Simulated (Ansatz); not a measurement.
SiO2 (space group P4_32_12)

```
SiO2
1.0
    4.94583     0.00000     0.00000
    0.00000     4.94583     0.00000
    0.00000     0.00000     6.87356
Si O
4 8
Direct
  0.19586   0.19586   0.00000
  0.30414   0.69586   0.75000
  0.80414   0.80414   0.50000
  0.69586   0.30414   0.25000
  0.61285   0.73741   0.68310
  0.76259   0.11285   0.43310
  0.38715   0.26259   0.18310
  0.23741   0.88715   0.93310
  0.11285   0.76259   0.56690
  0.26259   0.38715   0.81690
  0.88715   0.23741   0.06690
  0.73741   0.61285   0.31690
```

The numbers are results of LDA (plane waves to 420 eV, PAW, scalar-relativistic; Ansatz, a quantum-chemistry and plane-wave program), not measurements. Harmonic phonons by density-functional perturbation theory on a 6×6×4 k mesh, in cm⁻¹; i marks imaginary ones, q is in fractions of the reciprocal vectors of the cell shown, and the three acoustic modes at Γ are left out. The non-analytic (LO-TO) term is not included, so polar modes at Γ have their transverse values. SiO2 was relaxed with its symmetry unable to fall.

Does any mode at Γ come out imaginary?

No imaginary mode at these points (lowest 45 cm⁻¹ at Γ); other wave vectors were not tested.

List the wavenumbers at Γ, with degeneracies.


```json
[
 {"q": "Γ", "wavenumbers (cm⁻¹)": "45, 116, 149 (×2), 227, 259 (×2), 271, 281, 348, 365, 371 (×2), 413, 429, 453 (×2), 477, 609 (×2), 782 (×2), 782, 791 (×2), 1078, 1081 (×2), 1081, 1086, 1120, 1190 (×2)"}
]
```
